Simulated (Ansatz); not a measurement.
**Structure optimisation: manganese, simple cubic**

Level of theory: DFT, m-r2SCAN, plane waves (500 eV) with PAW, scalar-relativistic in Ansatz 0.2.0. The PAW files were generated under PBE, with cores re-solved for the functional.

k-point mesh 12×12×12, Fermi-Dirac smearing 0.05 eV, starting moments 3.00, -3.00 μB. Cell and atoms relax.

Starting structure:

```
CELL_PARAMETERS angstrom
0.00000 2.33246 2.33246
2.33246 0.00000 2.33246
2.33246 2.33246 0.00000
ATOMIC_POSITIONS crystal
Mn 0.00000 0.00000 0.00000
Mn 0.50000 0.50000 0.50000
```

Problem. What cell does the relaxation end in?

Solution. Pm-3m (spin ignored) with a = 2.303 Å; 12.21 Å³ per atom against 12.69 at the start (-3.8 %).

Problem. How much energy does the relaxation gain?

Solution. 8.9 meV per atom.

Path of the relaxation (the plane waves are chosen anew near the end, which can shift the energy a little):

| step | E − E(final) (meV/atom) | V (Å³/atom) | P (GPa) | max force (eV/Å) |
| --- | --- | --- | --- | --- |
| 0 | 8.93 | 12.689 | -5.66 | 0.000 |
| 1 | 2.18 | 12.445 | -2.97 | 0.000 |
| 2 | -0.19 | 12.186 | 0.28 | 0.000 |
| 3 | -0.19 | 12.207 | -0.01 | 0.000 |
| 4 | 0.00 | 12.207 | -0.03 | 0.000 |

Problem. Which magnetic state does it end in?

Solution. antiferromagnetic, largest moment 1.61 μB in the atomic sphere; moments 1.61, -1.61 μB.

m-r²SCAN is r²SCAN on the gauge-invariant kinetic-energy density; without spin polarisation the two are equal.
